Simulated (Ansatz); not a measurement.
## Ti3Se: changing the Hubbard U on Ti d

```
Se Ti
1.0
     3.19745    0.00000    0.00000
    -1.59872    2.76907    0.00000
     0.00000    0.00000    7.94275
Se Ti
1 3
Cartesian
  0.0000 0.0000 0.0000
  1.5987 0.9230 3.9714
  0.0000 1.8460 6.1390
  0.0000 1.8460 1.8038
```

The cell comes from a database or a generator and needn't be the stable form of this composition.

Kept alike: task band structure; functional PBEsol; k mesh 10 × 10 × 4; occupations fermi-dirac, width 0.05 eV; no spin polarisation. Program: Ansatz, Ansatz PAW, cutoff 420 eV. The mesh is that of the run's cell of 4 atoms. No spin-orbit coupling.

| run | pressure (GPa) |
| --- | --- |
| A | -3.34 |
| B | 23.39 |
| C | 0.57 |
| D | -2.16 |
| E | -0.88 |
| F | 9.99 |
| G | 2.79 |
| H | -4.45 |

Pressure is positive in compression, with a Pulay correction for the finite cutoff. U acts here on a shell without spin polarisation. For a metal such a mesh leaves the last digits unconverged. How U acts hangs on the program's projectors. All rows use potentials made for PBE. U is the effective U - J on orthogonalised atomic projectors. Double counting: fully localised limit (the default).

The runs differ in the Hubbard U on Ti d alone: 0; 1; 2; 3; 4; 5; 6; 8 eV. Which run is which?

Run A is 1 eV; run B is 8 eV; run C is 4 eV; run D is 2 eV; run E is 3 eV; run F is 6 eV; run G is 5 eV; run H is 0 eV. The pressure rises from -4.45 to 23.39 GPa between 0 and 8 eV. Its step between 5 and 6 is the steepest for its width, which can mark a change of electronic state.
